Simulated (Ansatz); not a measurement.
LaIr$_{5}$:
```xyz
6
Lattice="5.3530 0.0000 0.0000 -2.6765 4.6358 0.0000 0.0000 0.0000 4.3032" Properties=species:S:1:pos:R:3 pbc="T T T"
La     0.0000     0.0000     0.0000
Ir     2.6765     0.0000     2.1516
Ir     1.3382     2.3179     2.1516
Ir    -1.3382     2.3179     2.1516
Ir     0.0000     3.0905     0.0000
Ir     2.6765     1.5453     0.0000
```

Relaxed with r²SCAN. Special points in fractions of this cell's reciprocal vectors: Γ (0.000, 0.000, 0.000); M (0.500, 0.000, 0.000); K (0.333, 0.333, 0.000); A (0.000, 0.000, 0.500); L (0.500, 0.000, 0.500); H (0.333, 0.333, 0.500).

Problem. List the band energies nearest the Fermi level at these points for DFT-r²SCAN in the program Ansatz with PAW potentials.

Solution. In eV from the Fermi level; about four levels below and three above (degenerate sets whole), none deeper than 8.9 eV; points with the same levels are listed once.

| k | below | above |
|---|---|---|
| Γ | -0.77 -0.77 -0.68 -0.17 -0.17 | 0.99 1.73 2.24 2.24 |
| M | -0.57 -0.50 -0.36 -0.15 | 1.03 2.23 3.51 |
| K | -0.69 -0.69 -0.48 -0.05 -0.05 | 0.65 2.22 2.89 |
| A | -1.76 -1.76 -0.87 -0.54 -0.54 | 0.16 0.48 0.48 |
| L | -0.66 -0.63 -0.60 -0.57 | 0.29 0.31 0.33 |
| H | -0.85 -0.64 -0.25 -0.25 | 0.02 0.94 0.94 |

Space group P6/mmm. The workflow started from an entry of the Crystallography Open Database (COD). Whether it is the stable phase at ambient conditions was not checked. Symmetry was held in the r²SCAN relaxation; whether a distortion lowers the energy is not shown. No spin polarisation was allowed. Scalar-relativistic: spin–orbit coupling is off unless named, which matters more the heavier the elements.

Potentials: the later of the program's two PAW sets.
